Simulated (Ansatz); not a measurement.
MgTe:
```xyz
4
Lattice="5.5314 0.0000 0.0000 0.0000 5.5314 0.0000 0.0000 0.0000 4.6009" Properties=species:S:1:pos:R:3 pbc="T T T"
Mg     2.7657     0.0000     0.4900
Mg     0.0000     2.7657     4.1109
Te     0.0000     0.0000     0.0000
Te     2.7657     2.7657     0.0000
```

Relaxed with LDA. Special points in fractions of this cell's reciprocal vectors: Γ (0.000, 0.000, 0.000); X (0.000, 0.500, 0.000); M (0.500, 0.500, 0.000); Z (0.000, 0.000, 0.500); R (0.000, 0.500, 0.500); A (0.500, 0.500, 0.500).

**Question.** List the band energies nearest the Fermi level at these points for LDA (plane waves, PAW; program Ansatz).

**Answer.** In eV from the Fermi level; about four levels below and three above (degenerate sets whole), none deeper than 8.9 eV; points with the same levels are listed once.

```json
[
 {"k": "Γ", "below": "-1.61 -0.90 -0.90 -0.22", "above": "0.10 0.64 3.49"},
 {"k": "X", "below": "-2.69 -2.69 -0.76 -0.76", "above": "2.58 2.58 3.96 3.96"},
 {"k": "M", "below": "-0.61 -0.61 -0.16 -0.16", "above": "3.34 3.34 3.89 3.89"},
 {"k": "Z", "below": "-3.30 -1.06 -0.76 -0.76", "above": "0.42 2.07 3.10"},
 {"k": "R", "below": "-2.49 -2.49 -2.29 -2.29", "above": "2.52 2.52 3.77 3.77"},
 {"k": "A", "below": "-2.01 -2.01 -0.05 -0.05", "above": "0.87 0.87 4.82 4.82"}
]
```

Space group P4/nmm. The cell is a constructed one: a structure type filled with these elements; neither database checked (COD, Materials Project) lists it. COD files the formula under space group No. 186. Whether it is the stable phase at ambient conditions was not checked. The LDA relaxation kept the symmetry of its start; its stability against distortions is not shown here. A crystal of weakly bound layers computed without a dispersion correction: the cell and the soft elastic constants depend strongly on that. Spin–orbit coupling is left out wherever it is not named.

Potentials: the earlier of the program's two PAW sets. The files were generated under PBE; for other functionals the program regenerates the frozen cores, and for LDA and PBEsol the local potential too.
